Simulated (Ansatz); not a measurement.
Si₂MoN₄:
Space group P6₃/mmc (No. 194); a = b = 2.8920 Å, c = 20.6662 Å, α = β = 90.00°, γ = 120.00°

```json
[
 {"atom": "Mo", "site": "2c", "symmetry": "-6m2", "x": "0.3333", "y": "0.6667", "z": "0.2500"},
 {"atom": "N", "site": "4f", "symmetry": "3m.", "x": "0.6667", "y": "0.3333", "z": "0.1898"},
 {"atom": "Si", "site": "4f", "symmetry": "3m.", "x": "0.6667", "y": "0.3333", "z": "0.1057"},
 {"atom": "N", "site": "4e", "symmetry": "3m.", "x": "0.0000", "y": "0.0000", "z": "0.0811"}
]
```

Relaxed at zero pressure with PBE+D3(BJ) (plane waves, PAW; program Ansatz).

Problem. The volume is raised by 9 % and shape and atoms relax at that volume. What pressure results, and how do the axes share the change?

Solution. -1.6 GPa; a 0.3 %, b 0.3 %, c 8.4 %; the energy rises by 8 meV/atom.

Problem. Give the new structure.

Solution. 
Space group P6₃/mmc (No. 194); a = b = 2.8997 Å, c = 22.4076 Å, α = β = 90.00°, γ = 120.00°

```csv
atom,site,symmetry,x,y,z
Mo,2c,-6m2,0.3333,0.6667,0.2500
N,4f,3m.,0.6667,0.3333,0.1945
Si,4f,3m.,0.6667,0.3333,0.1167
N,4e,3m.,0.0000,0.0000,0.0940
```

The phase is kept; no other phase was compared at this pressure.

Space group P6_3/mmc. The start of the workflow was typed in or built on a structure type; neither database checked (COD, Materials Project) lists it. Whether it is the stable phase at ambient conditions was not checked. Symmetry was held in the PBE+D3(BJ) relaxation; whether a distortion lowers the energy is not shown. The workflow began spin-polarised and lost its moments.

Potentials: the earlier of the program's two PAW sets.
